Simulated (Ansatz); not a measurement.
The elements of this relaxed trial crystal are hidden behind letters.

```
lattice vectors (Å)
   5.4214    0.0000    0.0000
  -2.7107    4.6951    0.0000
   0.0000    0.0000    9.4745
fractional positions
X 0.0000 0.0000 0.6881
Z 0.3333 0.6667 0.2362
Z 0.6667 0.3333 0.2362
Q 0.3333 0.6667 0.5695
Q 0.6667 0.3333 0.5695
Q 0.3333 0.6667 0.9195
Q 0.6667 0.3333 0.9195
```

Computed with DFT PBE, scalar-relativistic, plane waves, PAW (Ansatz 0.2.0). Cutoff 420 eV, Γ-centred 12×12×4 mesh (7-atom cell), Gaussian smearing of 0.10 eV, no spin polarisation.

```
Space group                                : P6mm (No. 183)
Conventional cell                          : a = 5.421 Å, c = 9.475 Å
Volume per atom                            : 34.45 Å³
Density                                    : 5.69 g/cm³
Energy over the elements                   : +0.26 eV/atom
Gap on the 12×12×4 mesh of the 7-atom cell : 0 eV (a metal)
```

Energies are uncorrected and count from the elements' standard states at the same level.

Q: X is a p-block element of period 4, Z is a p-block element of period 5 and Q is a p-block element of period 5. Which elements are they?

A: X = Ge, Z = Sb, Q = Te, so the formula is GeSb2Te4. Density times volume gives a mean mass of 5.69 × 34.45/1.6605 = 118.0 u per atom, and this set has 118.1 u. Around Ge lie 6 Te at 3.33 Å and 6 Te at 3.82 Å; Sb is surrounded by 2 Te at 3.00–3.16 Å and 3 Sb at 3.13 Å; around Te on its first site lie 4 Te at 3.13–3.32 Å, 1 Sb at 3.16 Å and 3 Ge at 3.33 Å; 1 more site not described. Other sets within the hints have nearly the same mass, so mass alone doesn't settle it; this one was computed.

Spin–orbit coupling, which can matter for Sb and Te, is left out. A structure relaxed within its symmetry needn't be a true minimum. Another cell of GeSb2Te4 relaxed alike, in I-4m2 (a Materials Project cell), lies 271 meV/atom lower, so this cell isn't the stable form at this level.
